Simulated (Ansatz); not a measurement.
LaGa2 in space group P6/mmm (No. 191; La on 1a, Ga on 2d) at seven volumes, r²SCAN (plane waves, PAW; program Ansatz), shape and atoms relaxed at each. One row is withheld.

```csv
V (Å³/atom),P (GPa)
21.768,8.26
22.485,5.06
23.203,2.33
23.920,0.00
24.638,?
25.356,-3.69
26.073,-5.13
```

### Question
Fit the shown pressures and predict the withheld one.

### Answer
P = (3/2)B₀(x^(7/2) − x^(5/2))[1 + (3/4)(B′ − 4)(x − 1)] with x = (V₀/V)^(2/3). Least squares on the six rows gives V₀ = 23.921 Å³/atom, B₀ = 71.6 GPa, B′ = 4.27. At V = 24.638, x = 0.9805 and P = -1.99 GPa. The run itself gave -1.99 GPa.

The workflow started from an entry of the Crystallography Open Database (COD, 293 K). Whether it is the stable phase at ambient conditions was not checked. Symmetry was held in the r²SCAN relaxation; its stability against distortions is not shown here. Scalar-relativistic: spin–orbit coupling is off unless named, which matters more the heavier the elements.

Potentials: the later of the program's two PAW sets.
